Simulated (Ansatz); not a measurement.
Values for one crystal, relaxed and computed with r²SCAN (plane waves, PAW; program Ansatz); other levels are named.

| Item | Value |
|---|---|
| Volume per atom | 20.12 Å³ |
| Electronic character | metallic (no gap) |
| Elastic constants (relaxed ions, GPa) | C11 = 17.4, C12 = 121, C44 = 46.4 |
| Formation energy from the elements (no fitted shifts) | 278 meV/atom |
| Gap with spin–orbit coupling | none (metallic) |
| Density of states at the Fermi level | 1.9 states/eV per atom (mean over ±0.08 eV) |
| Mechanical stability | unstable (C has a negative eigenvalue) |

Problem. Which of these materials gives this?
(A) LaC, rock salt
(B) HfB, rock salt
(C) LaSi2Ir2, I4/mmm (Si on 4e, Ir on 4d, La on 2a)
(D) YSe, rock salt

Solution. A, LaC, rock salt

Space group Fm-3m (rock salt). The start of the workflow was typed in or built on a structure type; neither database checked (COD, Materials Project) lists it. Its standing as an ambient phase is unchecked. The r²SCAN relaxation kept the symmetry of its start. Its formation energy is positive at this level, so the cell may be metastable or incomplete. As this level gives no gap, shear constants depend on the k-mesh and smearing (Fermi–Dirac, 0.1 eV here). The references are the lowest solids computed at this level, not always the standard phases. Spin–orbit coupling is left out wherever it is not named.

Potentials: the later of the program's two PAW sets.
